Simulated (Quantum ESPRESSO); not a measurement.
For atom 9 (O) of ZrO$_{2}$ in P2₁/c, the PAW reconstruction of the field gradient on a scalar-relativistic PBE ground state (a modified build of Quantum ESPRESSO, JTH datasets) gives this field-gradient tensor in Cartesian axes (atomic units, 1 a.u. = 9.7174×10²¹ V/m²):

```
 0.0568  -0.0408  -0.0610
-0.0408  -0.0063   0.0588
-0.0610   0.0588  -0.0506
```

The geometry is a computed Materials Project entry, not a measured one. It is ZrO2 in P2₁/c. Stability against distortions was not tested. The run has no spin polarisation.  Cores are frozen. Against all-electron runs on small test molecules, this scheme's |Vzz| missed by −2 to +6 % on O. Zr had no test against all-electron runs.

Find the principal values, η_Q, |C_Q|, ν_Q and P_Q for ¹⁷O (I = 5/2, |Q| = 0.0256 barn), and the second-order MAS shift at 21.1 T.

Eigenvalues (principal values) by size: Vxx = -0.0194, Vyy = -0.0974, Vzz = 0.1169 a.u. (they sum to zero).
η_Q = (Vxx − Vyy)/Vzz = 0.67.
|C_Q| = 234.96 MHz × |Q|/barn × |Vzz|/a.u. = 234.96 × 0.0256 × 0.1169 = 0.70 MHz.
Quadrupole frequency ν_Q = 3C_Q/[2I(2I − 1)] = 0.105 MHz, and P_Q = C_Q(1 + η²/3)^½ = 0.753 MHz.
At 21.1 T the Larmor frequency is ν0 = 121.8 MHz, and the second-order shift of the central transition's centre of gravity under MAS is −(3/40)(P_Q/ν0)²[I(I + 1) − 3/4]/[I²(2I − 1)²] × 10⁶ = -0.2 ppm.
